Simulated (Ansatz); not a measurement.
Ti at a changed volume — quadrupolar parameters

The cell is a structure deposited in the COD, relaxed with PBE at fixed cell and then changed (volume scaled by 1.06, ions relaxed).

```
Ti
1.0
     3.00786    0.00000    0.00000
    -1.50393    2.60488    0.00000
     0.00000    0.00000    4.77791
Ti
2
Direct
  0.33333 0.66667 0.25000
  0.66667 0.33333 0.75000
```

Atom numbers follow the list; atoms alike are taken as one site, whose name carries the number of the first.

All values are calculated (Ansatz; DFT, PBE, plane waves and PAW, scalar-relativistic, 420 eV cutoff, Γ-centred 18×18×10 k-points, Fermi–Dirac smearing 0.05 eV), not measured.

C_Q = eQV_zz/h, which is 24.18 MHz for Q = 1 b and V_zz = 10²¹ V/m²; η = (V_xx − V_yy)/V_zz. Directions are in the Cartesian axes of the cell vectors above, for the atom listed; none is given where the gradient is under 0.02 or η is above 0.95.

| site | first atom | first shell | V_zz (10²¹ V/m²) | η | direction of V_zz (x, y, z) |
| --- | --- | --- | --- | --- | --- |
| Ti | 1 | 12 Ti at 2.95–3.01 Å | 1.61 | 0.00 | 0.00 0.00 1.00 |

An axis of threefold or higher order runs through Ti, so V_zz lies along it and η is zero.

With no gap above 0.1 eV, as in a metal, the gradients converge slowly in k; expect changes of a tenth or more on a denser mesh. At this changed cell the PBE pressure is -7 GPa.
